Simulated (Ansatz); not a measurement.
Computed with DFT PBE, scalar-relativistic, plane waves, PAW (Ansatz 0.2.0). All cells share a 420 eV cutoff and Γ-centred k meshes spaced at most about 0.3 Å⁻¹ (about 0.25 or finer for metals, 2π included). No spin polarisation in the final relaxations.

All energies are static (0 K, no zero-point motion).

Compare these two cells of HfSc2O3, each relaxed at this level.

A.

```
Hf Sc O
1.0
     3.05963    0.00000    0.00000
     0.00000    3.05963    0.00000
     0.00000    0.00000    8.83002
Hf Sc O
1 2 3
Direct
  0.00000 0.00000 0.00000
  0.00000 0.50000 0.64362
  0.50000 0.00000 0.35638
  0.00000 0.50000 0.39209
  0.50000 0.00000 0.60791
  0.50000 0.50000 0.00000
```

B.

```
Hf Sc O
1.0
     3.09800    0.00000    0.00000
    -1.54900    2.68295    0.00000
     0.00000    0.00000    8.27621
Hf Sc O
1 2 3
Direct
  0.00000 0.00000 0.00000
  0.33333 0.66667 0.65769
  0.66667 0.33333 0.34231
  0.33333 0.66667 0.18783
  0.66667 0.33333 0.81217
  0.00000 0.00000 0.50000
```

Question: Which would you expect to be lower, and how large is the difference?

Answer: B is lower, by 77 meV/atom. A has space group P-4m2 (No. 115), 13.8 Å³/atom and no gap on its mesh; B has Hf and Sc ordered on rock salt sites, space group P-3m1 (No. 164), 11.5 Å³/atom and no gap. Counting O atoms around Hf and Sc (those within 1.25 times the shortest such distance or 1.15 times the sum of covalent radii, 1.27 where that leaves under three), A has Hf 4, Sc 5 and B has Hf 6, Sc 6. The denser one is the lower, and pressure would at first widen the difference. In A, around Hf lie 4 O at 2.16 Å, 4 Hf at 3.06 Å and 4 Sc at 3.50 Å; around Sc lie 5 O at 2.19–2.22 Å, 4 Sc at 3.06 Å, 4 Sc at 3.33 Å, 2 Hf at 3.50 Å and 2 O at 3.50 Å; around O on a site of symmetry 2mm lie 5 Sc at 2.19–2.22 Å; 1 more site not described. In B, around Hf lie 6 O at 2.37 Å, 6 Hf at 3.10 Å and 6 Sc at 3.35 Å; around Sc lie 6 O at 2.20–2.21 Å, 9 Sc at 3.10–3.16 Å and 3 Hf at 3.35 Å; O on a site of symmetry 3m is surrounded by 3 Sc at 2.20 Å and 3 Hf at 2.37 Å; 1 more site not described. Both come from invented guesses. A third cell relaxed alike, in P6/mmm, lies 33 meV/atom below the lower of the two.

These runs have no spin–orbit coupling, which can matter for Hf. Cells relaxed within their symmetry can be saddle points.
